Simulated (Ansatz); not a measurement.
**What settings do to one calculation: Sn started on a Cd site in wurtzite CdS, 16 atoms, charge +2**

Ansatz (PAW, plane waves), atoms fixed. The base input:

```yaml
crystal:
  lattice:
    - [8.247003, 0.000000, 0.000000]
    - [0.000000, 7.142114, 0.000000]
    - [0.000000, 0.000000, 6.710628]
  atoms:
    - { symbol: Cd, position: [0.254457, 0.168050, 0.496121] }
    - { symbol: Cd, position: [0.998052, 0.668153, 0.503874] }
    - { symbol: Cd, position: [0.750976, 0.163945, 0.500902] }
    - { symbol: Cd, position: [0.999357, 0.333562, 0.994791] }
    - { symbol: Cd, position: [0.498656, 0.333614, 0.999113] }
    - { symbol: Cd, position: [0.250112, 0.829630, 0.000427] }
    - { symbol: Cd, position: [0.742557, 0.834644, 0.000832] }
    - { symbol: Sn, position: [0.499171, 0.667384, 0.496297] }
    - { symbol: S, position: [0.001164, 0.329539, 0.370771] }
    - { symbol: S, position: [0.497773, 0.331643, 0.380421] }
    - { symbol: S, position: [0.251839, 0.837908, 0.376312] }
    - { symbol: S, position: [0.749238, 0.830982, 0.378872] }
    - { symbol: S, position: [0.248840, 0.167637, 0.877489] }
    - { symbol: S, position: [0.999410, 0.666455, 0.878176] }
    - { symbol: S, position: [0.750128, 0.162987, 0.880488] }
    - { symbol: S, position: [0.503829, 0.664809, 0.872694] }
  symmetry: { detect: false }
kpoints:
  mp_grid: { grid: [1, 1, 1], shift: [0.25, 0.25, 0.25] }
hamiltonian:
  xc: pbesol
total_charge: 2
scf:
  occupations: { method: fermi_dirac, width: 0.01 }
output:
  forces: true
  eigenvalues: true
  populations: true
  charged_corrections: { epsilon: 9 }
```

Command:

```sh
ansatz run in.yaml --threads 2 --pin off --max-ram 20900MiB --runs-dir r --events-out ev --progress --plain
```

It converged in 10 iterations and 4.6 s of wall time on 2 threads of an EPYC 7R13 processor, on a host shared with other runs; peak host memory 0.81 GiB; largest force component 1.05 eV/Å. The cutoff was the default, 420 eV. The base isn't a converged reference: it has few k points, and its atoms are unrelaxed. Each run below changes the keys shown and caps the iterations.

```
run                                                    changed         ending  iterations  free energy less the base (meV per atom)  rms change of forces (eV/Å)  change of pressure (GPa)  wall time (s, shared host)
  1                                 max_iter 2, total_charge 4  not converged           –                                         –                            –                         –                           –
  2  ecutwfc 550 eV, accuracy low, dispersion d4, max_iter 100      converged          10                                other zero                        0.002                         –                       6 CPU
  3                                max_iter 70, total_charge 3      converged          39                                other zero                        0.179                         –                     7.9 CPU
  4                                max_iter 9, ecutrho_ratio 8  not converged           –                                         –                            –                         –                           –
  5                              dispersion rvv10, max_iter 50        refused           –                                         –                            –                         –                           –
  6                                     xc r2scan, max_iter 60      converged           9                                other zero                        0.148                         –                      11 CPU
```

«Other zero»: another functional, charge or dispersion term moves the zero of energy, so the difference says nothing of accuracy.

Question: Why did some runs give no result?

Answer: - run 1: did not converge after 2 iterations: dr2 = 6.14e1 (threshold 1.00e-7), under the density mixer `msr1`, which `scf.mixing.algorithm: auto` chose by the deck's other keys (type `scf.mixing.algorithm: msr1` to keep it);
- run 4: did not converge after 9 iterations: dr2 = 1.63e-7 (threshold 1.00e-7), under the density mixer `msr1`, which `scf.mixing.algorithm: auto` chose by the deck's other keys (type `scf.mixing.algorithm: msr1` to keep it);
- run 5: inconsistent input (hamiltonian.dispersion, hamiltonian.xc): `dispersion: rvv10` has no transferable b for PBE exchange — Sabatini et al. (2013) fitted b=6.3 to rPW86, and the PBE refits of Peng & Perdew (2017) are task-dependent (b=6.6 S22 / b=10.0 layered). …
